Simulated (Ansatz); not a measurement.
Below is a relaxed structure of TiAl₆Ni₅. The cell was found from a structure generator's guess, not taken from experiment.

Theory: DFT PBE, scalar-relativistic, plane waves, PAW (Ansatz 0.2.0). Cutoff 420 eV, Γ-centred mesh, Gaussian smearing, no spin polarisation.

```
CELL_PARAMETERS angstrom
4.08122 0.00000 0.00000
0.00000 4.08122 0.00000
0.00000 0.00000 9.25165
ATOMIC_POSITIONS crystal
Ti 0.50000 0.50000 0.50000
Al 0.00000 0.50000 0.00000
Al 0.50000 0.00000 0.00000
Al 0.00000 0.50000 0.31371
Al 0.50000 0.00000 0.31371
Al 0.00000 0.50000 0.68629
Al 0.50000 0.00000 0.68629
Ni 0.50000 0.50000 0.16057
Ni 0.00000 0.00000 0.15303
Ni 0.00000 0.00000 0.50000
Ni 0.50000 0.50000 0.83943
Ni 0.00000 0.00000 0.84697
```

Energies over the elements count from the elements' standard structures at the same level, with no fitted energy shifts.

Q: What space group does it have?

A: P4/mmm (No. 123). Conventional cell: a = 4.081 Å, c = 9.252 Å. Around Ti lie 8 Al at 2.67 Å, 4 Ni at 2.89 Å and 2 Ni at 3.14 Å; Al on a site of symmetry mmm is surrounded by 8 Ni at 2.48–2.52 Å and 6 Al at 2.89–2.90 Å; around Al on a site of symmetry 2mm lie 6 Ni at 2.48–2.67 Å, 2 Ti at 2.67 Å and 5 Al at 2.89–2.90 Å; around Ni on a site of symmetry 4mm lie 8 Al at 2.48–2.52 Å, 5 Ni at 2.89–2.97 Å and 1 Ti at 3.14 Å; 2 more sites not described.

Q: How far does it lie from the elements in energy?

A: −0.56 eV/atom. Whether it is stable depends on the other phases of the system, which aren't compared here.

Q: Is it a metal?

A: Yes, bands cross the Fermi level on the 10×10×4 mesh.

The last run used a 10×10×4 mesh (in the run's order of axes) for its 12-atom cell and Gaussian smearing of 0.10 eV. Trial moments died out on the coarse mesh, so the last step has no spin; another magnetic start might hold. A later test with randomly moved atoms came back to the same energy, though modes that don't fit the test's cell weren't probed.
